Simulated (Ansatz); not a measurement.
CoW:
```
CoW
1.0
    0.00000     2.40994     2.40994
    2.40994     0.00000     2.40994
    2.40994     2.40994     0.00000
Co W
1 1
Direct
  0.00000   0.00000   0.00000
  0.50000   0.50000   0.50000
```

Relaxed with PBEsol. Special points in fractions of this cell's reciprocal vectors: Γ (0.000, 0.000, 0.000); X (0.500, 0.000, 0.500); U (0.625, 0.250, 0.625); K (0.375, 0.375, 0.750); L (0.500, 0.500, 0.500); W (0.500, 0.250, 0.750).

Problem. List the band energies nearest the Fermi level at these points for PBEsol with spin–orbit coupling in the plane-wave PAW code Ansatz.

Solution. In eV from the Fermi level; about four levels below and three above (degenerate sets whole), none deeper than 8.9 eV; points with the same levels are listed once.

| k | below | above |
|---|---|---|
| Γ | -4.26 -4.26 -4.26 -4.26 -4.09 -4.09 | 1.64 1.64 1.64 1.64 |
| X | -1.46 -1.46 -1.29 -1.29 | 1.42 1.42 1.72 1.72 |
| U | -1.74 -1.74 -0.53 -0.53 | 0.30 0.30 0.82 0.82 |
| L | -1.61 -1.61 -0.34 -0.34 | 1.10 1.10 1.42 1.42 |
| W | -1.49 -1.49 -1.42 -1.42 | 0.13 0.13 0.24 0.24 |

Space group Fm-3m (rock salt). The start of the workflow was typed in or built on a structure type; neither database checked (COD, Materials Project) lists it. Whether it is the stable phase at ambient conditions was not checked. The PBEsol relaxation kept the symmetry of its start. At this level the phase is mechanically unstable. The workflow began spin-polarised and lost its moments. Its formation energy is positive at this level, so the cell may be metastable or incomplete.

Potentials: the earlier of the program's two PAW sets. The files were generated under PBE; for other functionals the program regenerates the frozen cores, and for LDA and PBEsol the local potential too.
